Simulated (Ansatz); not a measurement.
SiGe in space group R-3m (No. 166; Si on 6c, Ge on 6c), plane-wave PAW r²SCAN (Ansatz code). The conduction-band minimum lies at F, with 3 equivalent valleys. Second derivatives d²E/dk² of the lowest band at one valley (eV·Å²), along Cartesian directions:

| direction | d²E/dk² |
|---|---|
| [100] | 18.12 |
| [010] | 29.17 |
| [001] | 60.25 |
| [110] | 14.02 |
| [101] | 22.94 |
| [011] | 35.35 |

Find the principal effective masses, the density-of-states mass and the conductivity mass.

Off-diagonal terms follow from H_xy = H[110] − (H_xx + H_yy)/2, and m*/mₑ = 7.620 eV·Å² over each eigenvalue: 0.11, 0.22, 1.3. One valley's DOS mass (m₁m₂m₃)^(1/3) = 0.32, conductivity mass 3/(Σ 1/mᵢ) = 0.21 mₑ.

What effective density of states Nc follows at 300 K for parabolic valleys?

Nc = 2.509e19 × 3 × (0.32)^(3/2) ≈ 1.4e19 cm⁻³.

The start of the workflow was typed in or built on a structure type; neither database checked (COD, Materials Project) lists it. Its standing as an ambient phase is unchecked. Symmetry was held in the r²SCAN relaxation; its stability against distortions is not shown here. Scalar-relativistic: spin–orbit coupling is off unless named, which matters more the heavier the elements.

Potentials: the later of the program's two PAW sets.

Edges and masses are those of Kohn–Sham bands, whose gap is no quasiparticle gap.
